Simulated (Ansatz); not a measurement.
With plane-wave PAW PBE (Ansatz code), S in the α-S8 structure (Fddd) relaxes to a = 12.935 Å, b = 15.665 Å, c = 24.340 Å. S on 32h has 2 nearest neighbours from 2.07 Å (bent); S on 32h has 2 nearest neighbours from 2.07 Å (bent); S on 32h has 2 nearest neighbours from 2.07 Å (bent); S on 32h has 2 nearest neighbours from 2.07 Å (bent).

The Kohn–Sham gap is 2.73 eV (indirect).

The cell was relaxed with PBE under the symmetry of its start. The volume lies over 15 % above that of the usual cell of this phase: another minimum, or an error of the functional. A crystal of weakly bound molecules computed without a dispersion correction: the cell and the soft elastic constants depend strongly on that.

Potentials: the later of the program's two PAW sets.
